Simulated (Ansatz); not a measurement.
The elements of this relaxed trial crystal are hidden behind letters.

```
lattice vectors (Å)
   4.1440    0.0000    0.0000
   0.0000    4.1440    0.0000
   0.0000    0.0000    5.9459
fractional positions
X 0.5000 0.0000 0.7392
X 0.5000 0.0000 0.2608
X 0.0000 0.5000 0.7392
X 0.0000 0.5000 0.2608
Z 0.0000 0.0000 0.5000
Z 0.0000 0.0000 0.0000
Z 0.5000 0.5000 0.5000
Q 0.5000 0.5000 0.0000
```

These are results of DFT PBE, scalar-relativistic, plane waves, PAW in Ansatz, not measurements. Settings of the last relaxation (8-atom cell): 420 eV, 10×10×6 k points, Gaussian smearing of 0.10 eV, no spin polarisation.

```
Space group                                : P4/mmm (No. 123)
Conventional cell                          : a = 4.144 Å, c = 5.946 Å
Volume per atom                            : 12.76 Å³
Density                                    : 6.35 g/cm³
Energy over the elements                   : −0.68 eV/atom
Gap on the 10×10×6 mesh of the 8-atom cell : 0 eV (a metal)
```

Energies are uncorrected and count from the elements' standard states at the same level.

Q: X is a p-block element of period 3, Z is a d-block element of period 4 and Q is a d-block element of period 5. Which elements are they?

A: X = Al, Z = Ni, Q = Pd, so the formula is Al4Ni3Pd. Density times volume gives a mean mass of 6.35 × 12.76/1.6605 = 48.8 u per atom, and this set has 48.8 u. Al is surrounded by 6 Ni at 2.51–2.59 Å, 2 Pd at 2.59 Å, 5 Al at 2.84–2.93 Å and 1 Al at 3.10 Å; around Ni on its first site lie 8 Al at 2.51 Å and 6 Ni at 2.93–2.97 Å; Pd is surrounded by 8 Al at 2.59 Å and 6 Ni at 2.93–2.97 Å; 2 more sites not described. Other sets within the hints have nearly the same mass, so mass alone doesn't settle it; this one was computed.

Trial moments died out on the coarse mesh, so the last step has no spin; another magnetic start might hold. Symmetry constrained the relaxation, so the result can be a saddle point.
